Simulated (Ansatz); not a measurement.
Mg2Cr3InS8, one structure, two calculations

Cell: a computed structure from the Materials Project (it need not be an observed phase), taken as it stands.

Space group R-3m:H (No. 166); a = 7.3027, c = 18.1971 Å, γ = 120.00°.

| site | Wyckoff | site symmetry | x | y | z |
| --- | --- | --- | --- | --- | --- |
| Mg | 6c | 3m | 0.0000 | 0.0000 | 0.8750 |
| Cr | 9e | .2/m | 0.1667 | 0.3333 | 0.3333 |
| In | 3b | -3m | 0.0000 | 0.0000 | 0.5000 |
| S7 | 6c | 3m | 0.0000 | 0.0000 | 0.7365 |
| S8 | 18h | .m | 0.8445 | 0.6891 | 0.4058 |

One atom of each set is listed; the run and its k-mesh use a cell of 14 atoms with edges of 7.39, 7.39, 7.39 Å.

First run. All values are calculated (Ansatz; DFT, PBE, plane waves and PAW, scalar-relativistic, collinear spin, 420 eV cutoff, Γ-centred 5×5×5 k-points, Fermi–Dirac smearing 0.02 eV), not measured. Start moments as typed (μB): 3 on each Cr, none on the rest.

```json
{"site": "Mg", "V_zz (10²¹ V/m²)": "-0.12", "η": "0.00", "m (μB)": "0.01"}
{"site": "Cr", "V_zz (10²¹ V/m²)": "1.51", "η": "0.54", "m (μB)": "2.71"}
{"site": "In", "V_zz (10²¹ V/m²)": "-3.42", "η": "0.00", "m (μB)": "0.04"}
{"site": "S7", "V_zz (10²¹ V/m²)": "0.076", "η": "0.00", "m (μB)": "-0.07"}
{"site": "S8", "V_zz (10²¹ V/m²)": "-1.77", "η": "0.37", "m (μB)": "-0.03"}
```

Second run. The same atoms and settings, except that the functional is r2SCAN and the cutoff is 500 eV.

Problem. What does the second run give?

Solution. 

```csv
site,V_zz,η,change of V_zz,m (μB)
Mg,-0.12,0.00,0.00,0.01
Cr,1.40,0.47,-0.11,2.80
In,-3.36,0.00,+0.06,0.03
S7,-0.16,0.00,-0.23,-0.08
S8,-1.88,0.25,-0.11,-0.04
```

The largest change of V_zz is on S7, from 0.076 to -0.16. In per cent, |V_zz| changes by -7 on Cr, -2 on In, +6 on S (all sites that start above 0.5). V_zz changes sign on S7 (same axis). The absolute magnetisation of the cell goes from 10.1 to 10.4 μB.

All moments are parallel here, as the start or the cell imposes; many such compounds order antiparallel, where fields and spin densities carried over to other atoms largely cancel. The magnetic order is the one that the run reached from its start moments, not necessarily the measured one.
For the first run: Without spin–orbit coupling (the program notes it for In) the gradients can shift somewhat, as the gap is small. With a gap of 0.7 eV on this mesh, small gradients can still move by 0.1 × 10²¹ V/m² or more as the k-mesh gets denser.
For the second run: The program didn't check the stability of this electronic state in full, so a lower one may lie near. Without spin–orbit coupling (the program notes it for In) the gradients are little affected as a rule: paired runs on crystals with a gap mostly move them by under 2 % at such atoms.
